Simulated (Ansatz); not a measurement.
Here is the system:

MoN$_{2}$:
```yaml
crystal:
  lattice:
    - [4.33450, 0.00000, 0.00000]
    - [0.00000, 4.33450, 0.00000]
    - [0.00000, 0.00000, 2.75054]
  atoms:
    - { symbol: Mo, position: [0.50000, 0.50000, 0.00000] }
    - { symbol: Mo, position: [0.00000, 0.00000, 0.00000] }
    - { symbol: N, position: [0.88794, 0.38794, 0.50000] }
    - { symbol: N, position: [0.11206, 0.61206, 0.50000] }
    - { symbol: N, position: [0.61206, 0.88794, 0.50000] }
    - { symbol: N, position: [0.38794, 0.11206, 0.50000] }
```

This is the PBE-relaxed structure.

Question: All from plane-wave PAW PBE (Ansatz code), unless another level is named. Give the electronic character.

Answer: metallic (no gap).

Question: Next, the density of states at the Fermi level?

Answer: 0.27 states/eV per atom (mean over ±0.08 eV).

Question: Give the gap with spin–orbit coupling.

Answer: none (metallic).

Space group P4/mbm. The workflow started from a Materials Project entry (that database holds measured and hypothetical structures alike); the Crystallography Open Database copy checked does not list it. Whether it is the stable phase at ambient conditions was not checked. The cell was relaxed with PBE under the symmetry of its start; whether a distortion lowers the energy is not shown. No spin polarisation was allowed. Spin–orbit coupling is left out wherever it is not named.

Potentials: the later of the program's two PAW sets.
